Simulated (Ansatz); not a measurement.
Input file for Ansatz (a quantum-chemistry and plane-wave program):

Ansatz 0.2 input:
```yaml
crystal:
  lattice:
    - [0.0, 3.0417116715, 3.0417116715]
    - [3.0417116715, 0.0, 3.0417116715]
    - [3.0417116715, 3.0417116715, 0.0]
  atoms:
    - { symbol: Cd, position: [0.0, 0.0, 0.0] }
    - { symbol: Te, position: [0.5, 0.5, 0.5] }
kpoints:
  mp_grid: { grid: [9, 9, 9] }
  band_path:
    path:
      - [[0.0, 0.0, 0.0], [0.5, 0.0, 0.5], [0.625, 0.25, 0.625]]  # Γ-X-U
      - [[0.375, 0.375, 0.75], [0.0, 0.0, 0.0], [0.5, 0.5, 0.5], [0.5, 0.25, 0.75], [0.5, 0.0, 0.5]]  # K-Γ-L-W-X
    npoints: 12
hamiltonian:
  xc: r2scan
  pseudopotentials: { kind: paw }
magnetization: { noncollinear: true, spin_orbit: true }
scf:
  n_extra_bands: 12
  convergence: { dr2_threshold: 0.0000000001 }
  occupations: { method: gaussian, width: 0.05 }
output: { eigenvalues: true }
```

Output (shortened):

```
Pseudopotential: Cd, paw_fr, valence charge 20
Pseudopotential: Te, paw_fr, valence charge 16
Functional definition: r2SCAN
non-collinear run that drives no moment, with spin-orbit …
Crystal: 2 atoms, lattice volume = 56.284 Å³
Basis set: ecut = 500 eV, 1459 PW (Γ), exchange–correlation on 128×128×128 points (64 copies of the dense FFT grid, shifted against one another)
Bands: 48, of which v1, the nominal top of the filled ones, is band 36 counted from 1 (35 counted from 0)
Symmetry: 48 space group operations + 48 with time reversal
k-points: 35 of 729
Projection manifold: j_resolved (fully-relativistic pseudo-atomic orbitals)
iter 1 solved again at ethr=6.52e-4 eV; its pass at ethr=3.10e-3 eV (dr2=2.35e-1 eV) is discarded
SCF iter   1: F=—  HF=-15244.286095 eV  |F-HF|=—  |Δ(HF+E_count)|=         —  Δρ=2.62e-2  dr2=2.33e-1  dr2_τ=1.40e-3  dr2_m=0.00e0 (ungated)  ethr=6.52e-4  |M|=0.00e0 ∫|m|=0.00e0 μB  |m|>n=0.0e0 m-floor=0.0e0 τ_xc=0.0e0  β_m=0.30  ⟨swp⟩=2.7  Hψ=5403  notcnv=0  defer=2
preconditioner: auto → Kerker (q_TF=auto, 2.532 Å⁻¹)
spin=Noncollinear: Kerker preconditioning applied to the charge; magnetization (m_x, m_y, m_z) channels mix plain (no charge-response kernel on spin).
SCF iter   2: F=—  HF=-15244.310134 eV  |F-HF|=—  |Δ(HF+E_count)|=   2.40e-2  Δρ=1.88e-2  dr2=1.22e-1  dr2_τ=2.82e-3  dr2_m=0.00e0 (ungated)  ethr=6.46e-4  |M|=0.00e0 ∫|m|=0.00e0 μB  |m|>n=0.0e0 m-floor=0.0e0 τ_xc=0.0e0  β_m=0.63  ⟨swp⟩=2.1  Hψ=1052  notcnv=0
SCF iter   3: F=—  HF=-15244.332649 eV  |F-HF|=—  |Δ(HF+E_count)|=   2.25e-2  Δρ=4.46e-3  dr2=1.13e-2  dr2_τ=1.21e-4  dr2_m=0.00e0 (ungated)  ethr=3.38e-4  |M|=0.00e0 ∫|m|=0.00e0 μB  |m|>n=0.0e0 m-floor=0.0e0 τ_xc=0.0e0  β_m=0.82  ⟨swp⟩=3.9  Hψ=1788  notcnv=0  defer=22
SCF iter   4: F=—  HF=-15244.335401 eV  |F-HF|=—  |Δ(HF+E_count)|=   2.75e-3  Δρ=1.01e-3  dr2=5.75e-4  dr2_τ=2.84e-6  dr2_m=0.00e0 (ungated)  ethr=3.14e-5  |M|=0.00e0 ∫|m|=0.00e0 μB  |m|>n=0.0e0 m-floor=0.0e0 τ_xc=0.0e0  β_m=0.91  ⟨swp⟩=2.0  Hψ=1296  notcnv=0  defer=44
SCF iter   5: F=—  HF=-15244.335685 eV  |F-HF|=—  |Δ(HF+E_count)|=   2.84e-4  Δρ=2.10e-4  dr2=2.13e-5  dr2_τ=3.75e-7  dr2_m=0.00e0 (ungated)  ethr=1.60e-6  |M|=0.00e0 ∫|m|=0.00e0 μB  |m|>n=0.0e0 m-floor=0.0e0 τ_xc=0.0e0  β_m=0.95  ⟨swp⟩=2.0  Hψ=1105  notcnv=0  defer=44
SCF iter   6: F=—  HF=-15244.335697 eV  |F-HF|=—  |Δ(HF+E_count)|=   1.16e-5  Δρ=7.30e-5  dr2=2.87e-6  dr2_τ=7.95e-9  dr2_m=0.00e0 (ungated)  ethr=5.91e-8  |M|=0.00e0 ∫|m|=0.00e0 μB  |m|>n=0.0e0 m-floor=0.0e0 τ_xc=0.0e0  β_m=0.93  ⟨swp⟩=2.0  Hψ=1114  notcnv=0  defer=44
SCF iter   7: F=—  HF=-15244.335731 eV  |F-HF|=—  |Δ(HF+E_count)|=   3.43e-5  Δρ=2.46e-5  dr2=5.06e-7  dr2_τ=2.81e-9  dr2_m=0.00e0 (ungated)  ethr=7.98e-9  |M|=0.00e0 ∫|m|=0.00e0 μB  |m|>n=0.0e0 m-floor=0.0e0 τ_xc=0.0e0  β_m=0.97  ⟨swp⟩=2.0  Hψ=1280  notcnv=0  defer=44
SCF iter   8: F=—  HF=-15244.335731 eV  |F-HF|=—  |Δ(HF+E_count)|=   1.48e-7  Δρ=7.59e-6  dr2=4.23e-8  dr2_τ=2.67e-10  dr2_m=0.00e0 (ungated)  ethr=1.41e-9  |M|=0.00e0 ∫|m|=0.00e0 μB  |m|>n=0.0e0 m-floor=0.0e0 τ_xc=0.0e0  β_m=0.98  ⟨swp⟩=2.0  Hψ=1106  notcnv=0  defer=44
SCF iter  10: F=-15244.335731 eV  HF=-15244.335731 eV  |F-HF|=3.09e-11  |Δ(HF+E_count)|=  5.57e-10  Δρ=2.88e-7  dr2=3.21e-11  dr2_τ=1.81e-13  dr2_m=0.00e0 (ungated)  ethr=1.00e-12  |M|=0.00e0 ∫|m|=0.00e0 μB  |m|>n=0.0e0 m-floor=0.0e0 τ_xc=0.0e0  ⟨swp⟩=6.2  Hψ=2698  notcnv=0
SCF 1 converged in 10 iterations: F = -15244.335731 eV  dr2 = 3.21e-11
NSCF: frozen V_eff on 74 k-points
SCF converged after 10 iterations
Magnetization: |M| = 0.0000 μB,  M = (+0.0000, +0.0000, +0.0000) μB
Absolute magnetization: 0.0000 μB (∫|m|)
  site 0: m = (+0.0000, +0.0000, +0.0000) μB, |m| = 0.0000 μB  (R = 1.25 Å)
  site 1: m = (+0.0000, +0.0000, +0.0000) μB, |m| = 0.0000 μB  (R = 1.25 Å)
Free energy (F): -15244.335731 eV
Harris-Foulkes:  -15244.335731 eV  (|F-HF|=3.09e-11)
Internal energy: -15244.334551 eV  (E = F + TS)
E sigma→0 (E₀):  -15244.335141 eV
Entropy (-TS):   -0.001180 eV (-0.590 meV/atom)
Fermi energy:    10.129924 eV
--- Per-component energies (eV) ---
  E_band       = -733.491821
  E_kinetic    = 686.188670
  E_local      = -4567.465779  (includes V_loc(G=0)·N_el)
  E_nonlocal   = -276.613015
  E_hartree    = 2355.582011
  E_xc         = -283.632365
  E_vxc        = -357.325288  (∫ρ·V_xc dr)
  E_paw        = -8773.086593  (= ΣΔE_a)
  E_vpaw       = -953.351873  (= ΣTr[D̂ρ^β])
  E_aug_tail   = -0.000030  (compensation charges beyond the density's cutoff)
  E_vtau       = 23.911326  (kinetic-family band-sum trace: ∫τ·v_τ [+ j·A + Jᵃ·Aᵃ] dr)
  E_ewald      = -4385.039707
  E_core_change = -0.267743  (= ΣΔE_core)
  E_smearing   = -0.001180  (= −TS)
  E_closure    =  0.000000  (closes the sum)
  Σ components = -15244.335731   (vs F -15244.335731, Δ=0.00e0)
  [band-id]    e_kinetic+e_local+e_nonlocal+2·e_hartree+e_vxc+e_vpaw+e_augmentation_tail+e_vtau = -733.491968   (vs E_band -733.491821, Δ=-1.47e-4)
--- Band table (eV; the first three rows and the last of 35) ---
  k-point 0: bands = ["-95.1840", "-95.1840", "-59.3286", "-59.3286", "-53.6031", "-53.6031", "-53.6031", "-53.6031", "-27.6762", "-27.6762", "-27.6762", "-27.6762", "-26.2135", "-26.2135", "-26.2135", "-26.2135", "-26.2074", "-26.2074", "-1.9457", "-1.9457", …
  k-point 1: bands = ["-95.1840", "-95.1840", "-59.3286", "-59.3286", "-53.6031", "-53.6031", "-53.6031", "-53.6031", "-27.6761", "-27.6761", "-27.6760", "-27.6760", "-26.2134", "-26.2134", "-26.2133", "-26.2133", "-26.2073", "-26.2073", "-1.8413", "-1.8413", …
  k-point 2: bands = ["-95.1840", "-95.1840", "-59.3286", "-59.3286", "-53.6032", "-53.6032", "-53.6031", "-53.6031", "-27.6760", "-27.6760", "-27.6757", "-27.6757", "-26.2134", "-26.2134", "-26.2128", "-26.2128", "-26.2070", "-26.2070", "-1.5502", "-1.5502", …
  k-point 34: bands = ["-95.1840", "-95.1840", "-59.3287", "-59.3287", "-53.6033", "-53.6033", "-53.6033", "-53.6033", "-27.6754", "-27.6754", "-27.6752", "-27.6752", "-26.2129", "-26.2129", "-26.2125", "-26.2125", "-26.2060", "-26.2060", "-0.9558", …
```

Cost: roughly 110 core-seconds on shared cores.

Space group Fm-3m (rock salt). This is a known high-pressure phase of the composition, computed here at zero pressure and temperature. The r²SCAN relaxation kept the symmetry of its start; its stability against distortions is not shown here.

Potentials: the later of the program's two PAW sets.

Ansatz is a plane-wave DFT program.
